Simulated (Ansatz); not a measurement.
LiVO$_{2}$ in space group R-3m (No. 166; V on 3b, O on 6c, Li on 3a), r²SCAN in the plane-wave PAW code Ansatz, all energies at zero smearing, with the estimated change up to a 700 eV cutoff added, with one set of potentials and settings (totals compare only within such a set). Cell of 4 atoms (1 V, 2 O, 1 Li): -4264.305 eV.

```json
[
 {"element": "V", "reference phase": "Im-3m, 1 atoms in the cell", "E (eV/atom)": "-2917.0669"},
 {"element": "O", "reference phase": "C2/m, 4 atoms in the cell, spin-polarised", "E (eV/atom)": "-566.0281"},
 {"element": "Li", "reference phase": "Fm-3m, 1 atoms in the cell", "E (eV/atom)": "-205.1371"}
]
```

Formation energy per atom, worked out: (-4264.305 − 1×(-2917.0669) − 2×(-566.0281) − 1×(-205.1371))/4 = -2.511 eV/atom (-242 kJ per mol of atoms), at 0 K, without zero-point energy or fitted corrections.

The workflow started from an entry of the Crystallography Open Database (COD). Whether it is the stable phase at ambient conditions was not checked. The cell was relaxed with r²SCAN under the symmetry of its start; whether a distortion lowers the energy is not shown. Spin order of the final state: ferromagnetic, the only order run, not a proven ground state. The cell computed holds one magnetic atom, so no antiferromagnetic order was within reach. Other orbital occupations within this spin state were not tried. No Hubbard U is applied. The references are the lowest solids computed at this level, not always the standard phases (solids in place of the gases).

Potentials: the later of the program's two PAW sets.
